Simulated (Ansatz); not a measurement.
Pd:
```cif
data_Pd2
_chemical_formula_sum 'Pd2'
_space_group_name_H-M_alt 'P 1'
_space_group_IT_number 1
_cell_length_a 4.05933
_cell_length_b 4.05933
_cell_length_c 4.05933
_cell_angle_alpha 60.000
_cell_angle_beta 60.000
_cell_angle_gamma 60.000
loop_
_space_group_symop_operation_xyz
  'x, y, z'
loop_
_atom_site_label
_atom_site_type_symbol
_atom_site_fract_x
_atom_site_fract_y
_atom_site_fract_z
_atom_site_occupancy
Pd1 Pd 0.00000 0.00000 0.00000 1
Pd2 Pd 0.25000 0.25000 0.25000 1
```

Relaxed with r²SCAN.

### Question
Tabulate the valence density and the electron localisation function along the shortest Pd–Pd contact (2.49 Å), the program Ansatz at the r²SCAN level (PAW).

### Answer


```tsv
distance from Pd (Å)	density (e/Å³)	ELF
0.25	14.27	0.23
0.37	11.32	0.28
0.50	8.04	0.36
0.62	4.99	0.43
0.75	2.69	0.44
0.87	1.36	0.40
0.99	0.78	0.31
1.12	0.56	0.24
1.24	0.49	0.21
1.37	0.56	0.24
1.49	0.78	0.31
1.62	1.36	0.40
1.74	2.69	0.44
1.86	4.99	0.43
1.99	8.04	0.36
2.11	11.32	0.28
2.24	14.27	0.23
```

The density is the valence pseudo-density with augmentation charge, so density and ELF within about 1 Å of a nucleus are not all-electron values.

Space group Fd-3m (diamond). The start of the workflow was typed in or built on a structure type; neither database checked (COD, Materials Project) lists it. It is not the phase usual at ambient conditions (space group No. 225). The r²SCAN relaxation kept the symmetry of its start. At this level the phase is mechanically unstable. The run is not spin-polarised.

Potentials: the earlier of the program's two PAW sets.
